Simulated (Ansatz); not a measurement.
WO₃:
```yaml
crystal:
  lattice:
    - [5.31456, 0.00000, 0.00000]
    - [0.00000, 5.31456, 0.00000]
    - [0.00000, 0.00000, 3.93479]
  atoms:
    - { symbol: W, position: [0.50000, 0.00000, 0.93523] }
    - { symbol: W, position: [0.00000, 0.50000, 0.06477] }
    - { symbol: O, position: [0.50000, 0.00000, 0.48959] }
    - { symbol: O, position: [0.00000, 0.50000, 0.51041] }
    - { symbol: O, position: [0.25000, 0.25000, 0.00000] }
    - { symbol: O, position: [0.25000, 0.75000, 0.00000] }
    - { symbol: O, position: [0.75000, 0.75000, 0.00000] }
    - { symbol: O, position: [0.75000, 0.25000, 0.00000] }
```

Relaxed with PBEsol. Special points in fractions of this cell's reciprocal vectors: Γ (0.000, 0.000, 0.000); X (0.000, 0.500, 0.000); M (0.500, 0.500, 0.000); Z (0.000, 0.000, 0.500); R (0.000, 0.500, 0.500); A (0.500, 0.500, 0.500).

Q: List the band energies nearest the valence-band maximum at these points for plane-wave PAW PBEsol (Ansatz code).

A: In eV from the valence-band maximum; about four levels below and three above (degenerate sets whole), none deeper than 8.9 eV; points with the same levels are listed once.

| k | below | above |
|---|---|---|
| Γ | -1.24 -1.15 -1.15 -0.01 | 0.58 1.47 1.47 |
| X | -1.93 -1.93 -0.81 -0.81 | 3.10 3.10 3.40 3.40 |
| M | -1.58 -1.58 -1.40 -1.40 | 1.61 1.61 4.08 4.08 |
| Z | -1.15 -1.15 -0.29 -0.29 0.00 | 0.59 3.87 3.87 |
| R | -0.87 -0.87 -0.62 -0.62 | 3.42 3.42 4.51 4.51 |
| A | -1.85 -1.85 -0.32 -0.32 | 3.89 3.89 4.08 4.08 |

Space group P4/nmm. The workflow started from a Materials Project entry (that database holds measured and hypothetical structures alike); the Crystallography Open Database files this formula in space group No. 129, but the cells were not matched. Its standing as an ambient phase is unchecked. Symmetry was held in the PBEsol relaxation. At this level the phase is dynamically unstable (imaginary phonons). No spin polarisation was allowed. No Hubbard U is applied. Spin–orbit coupling is left out wherever it is not named.

Potentials: the earlier of the program's two PAW sets. The files were generated under PBE; for other functionals the program regenerates the frozen cores, and for LDA and PBEsol the local potential too.
